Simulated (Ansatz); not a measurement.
Relaxed candidate structures of HfO₂:

A. I4/mcm (No. 140), tI12; a = 5.2602 Å, b = 5.2602 Å, c = 5.7704 Å, α = 90.00°, β = 90.00°, γ = 90.00°; O 8h (0.187, 0.313, 0.000); Hf 4b (0.000, 0.500, 0.250)

B. P4₂/nmc, origin choice 1 (No. 137), tP6; a = 3.577 Å, b = 3.577 Å, c = 5.203 Å, α = 90.00°, β = 90.00°, γ = 90.00°; Hf 2a (0.000, 0.000, 0.000); O 4d (0.000, 0.500, 0.196)

C. Fd-3m, origin choice 1 (No. 227), cF48, AFLOW prototype AB2_cF48_227_c_e (as in Ti2C); a = 9.0566 Å, b = 9.0566 Å, c = 9.0566 Å, α = 90.00°, β = 90.00°, γ = 90.00°; Hf 16c (0.125, 0.125, 0.125); O 32e (0.355, 0.355, 0.355)

D. P6₃/mmc (No. 194), hP12, AFLOW prototype A2B_hP12_194_cg_f (C10, as in SiO2); a = b = 6.3416 Å, c = 10.3427 Å, α = β = 90.00°, γ = 120.00°; Hf 4f (0.333, 0.667, 0.062); O 2c (0.333, 0.667, 0.250); O 6g (0.500, 0.500, 0.500)

E. Pnma (No. 62), oP12, AFLOW prototype A2B_oP12_62_2c_c (C23, as in PbCl2); a = 5.541 Å, b = 3.317 Å, c = 6.468 Å, α = 90.00°, β = 90.00°, γ = 90.00°; Hf 4c (0.248, 0.750, 0.391); O 4c (0.140, 0.250, 0.576); O 4c (0.022, 0.250, 0.160)

Problem. Rank these by energy per atom (lowest first), as r2SCAN (plane waves to 500 eV, PAW, scalar-relativistic; Ansatz, a program for electronic structure) gives it.

Solution. B (reference), E (+0.068 eV/atom), C (+0.297 eV/atom), D (+0.345 eV/atom), A (+0.578 eV/atom)

Problem. Give each candidate's band gap.

Solution. No candidate is metallic. A: 2.76 eV (no spin-orbit coupling); B: 5.26 eV (no spin-orbit coupling); C: 3.91 eV (no spin-orbit coupling); D: 5.13 eV (no spin-orbit coupling); E: 3.98 eV (no spin-orbit coupling).

The lowest structure calculated, P2₁/c, mP12, AFLOW prototype A2B_mP12_14_2e_e (C43, as in ZrO2), is not among these; it lies 0.05 eV/atom below the lowest of them.  1 generated cell of layers, chains or molecules, poorly bound without dispersion, is left out. Each run could gain symmetry but not lose that of its start, so entries can be saddle points. All of these are generated cells (placed on structure types, drawn at random, substituted or restacked) that were not matched to a known phase here. Static energies at zero pressure. Each cell has its own k-point mesh; energy differences are given only to the digits this allows. No spin polarisation in the result. Gaps of cells over 8 atoms come from the SCF mesh and high-symmetry points alone.
